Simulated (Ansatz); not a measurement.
The relaxed structure here is a generated cell of Mo2C: the first start was made by placing the elements on the sites of a structure type, and the end was not matched to a known phase here, so it may be hypothetical.

A relaxed structure of Mo2C. Space group P3₂21 (No. 154). Calculation: PBEsol (plane waves to 420 eV, PAW, scalar-relativistic; Ansatz, an electronic-structure program).

```cif
data_C3Mo6
_chemical_formula_sum 'C3 Mo6'
_space_group_name_H-M_alt 'P 1'
_space_group_IT_number 1
_cell_length_a 4.81310
_cell_length_b 4.81310
_cell_length_c 5.52635
_cell_angle_alpha 90.000
_cell_angle_beta 90.000
_cell_angle_gamma 120.000
loop_
_space_group_symop_operation_xyz
  'x, y, z'
loop_
_atom_site_label
_atom_site_type_symbol
_atom_site_fract_x
_atom_site_fract_y
_atom_site_fract_z
_atom_site_occupancy
C1 C 0.63740 0.00000 0.66667 1
C2 C 0.36260 0.36260 0.00000 1
C3 C 0.00000 0.63740 0.33333 1
Mo1 Mo 0.08979 0.37634 0.58938 1
Mo2 Mo 0.91021 0.28655 0.07729 1
Mo3 Mo 0.62366 0.71345 0.25604 1
Mo4 Mo 0.71345 0.62366 0.74396 1
Mo5 Mo 0.28655 0.91021 0.92271 1
Mo6 Mo 0.37634 0.08979 0.41062 1
```

| Item | Value |
|---|---|
| Volume per atom | 12.32 Å³ |
| Band gap | zero (metallic) |
| Shortest distances | C–Mo 2.06 Å; Mo–Mo 2.59 Å; C–C 3.24 Å |
| k-mesh | 11×11×9 |

Band energies at high-symmetry points (eV from the Fermi level; labels of this space group; no spin-orbit coupling), from −5 eV up to 2.0 eV:

| point | energies |
|---|---|
| Γ | -4.97 -4.77 -4.77 -4.32 -4.32 -4.30 -4.29 -4.09 -3.70 -3.70 -2.46 -1.78 -1.78 -1.31 -1.31 -1.20 -0.99 -0.73 -0.73 0.39 0.39 0.95 1.07 1.24 1.24 |
| M | -4.83 -4.76 -4.12 -3.77 -3.70 -3.53 -3.29 -2.97 -2.20 -2.16 -1.51 -1.32 -0.62 -0.43 -0.38 -0.20 -0.01 0.80 0.87 0.89 1.18 1.70 1.78 |
| K | -4.93 -4.93 -4.36 -4.36 -4.19 -3.73 -2.96 -2.96 -2.58 -2.51 -2.51 -1.66 -1.66 -1.25 -0.82 -0.82 -0.01 0.59 0.71 0.71 1.22 1.26 1.26 |
| A | -4.51 -4.51 -3.80 -3.51 -3.47 -3.47 -3.19 -2.48 -2.48 -1.81 -1.41 -1.41 -1.40 -1.35 -0.38 -0.38 0.10 0.30 0.76 0.76 1.59 1.59 |
| L | -4.99 -3.89 -3.84 -3.81 -3.20 -2.91 -2.50 -2.19 -2.03 -1.94 -1.47 -1.06 -0.71 -0.46 -0.18 0.29 0.49 0.88 0.99 1.59 1.73 1.86 |
| H | -4.81 -4.02 -4.02 -3.22 -3.06 -3.06 -2.79 -2.55 -2.55 -1.38 -1.38 -1.22 -0.64 -0.42 -0.42 0.64 0.64 1.19 1.19 1.26 1.48 |

No spin polarisation in the result.

The run could not lose the symmetry of its start: the end is stationary, and may be a saddle point rather than a minimum.

It was reached from a disturbed copy of a P6₂22 (No. 180) cell (AFLOW prototype AB2_hP9_180_d_j (C40, as in CrSi2)), against which it lies -0.62 eV/atom.
